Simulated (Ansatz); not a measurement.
## Mg3ZnS4 (P4/mmm) at 2 levels of theory

One geometry, relaxed with PBE; plane waves with PAW potentials in Ansatz, scalar-relativistic. No spin polarisation. Gaps are the least over mesh and band path; pressure is positive in compression.

Space group P4/mmm (No. 123). a = 3.677 Å, b = 3.677 Å, c = 10.397 Å, α = 90.00°, β = 90.00°, γ = 90.00°
```tsv
atom	site	symmetry	x	y	z
Mg	2g	4mm	0.0000	0.0000	0.7527
Mg	1d	4/mmm	0.5000	0.5000	0.5000
Zn	1c	4/mmm	0.5000	0.5000	0.0000
S	1a	4/mmm	0.0000	0.0000	0.0000
S	2h	4mm	0.5000	0.5000	0.2464
S	1b	4/mmm	0.0000	0.0000	0.5000
```

| level | cutoff (eV) | k mesh | gap (eV) | pressure (GPa) |
| --- | --- | --- | --- | --- |
| PBE | 420 | 8×8×4 | 1.03 | 0.0 |

Problem. What comes out on the same cell with PBEsol?

Solution.
```tsv
level	cutoff (eV)	k mesh	gap (eV)	pressure (GPa)
PBEsol	420	8×8×4	0.96	-2.6
```

The cell was found from a structure generator's guess, not taken from experiment.
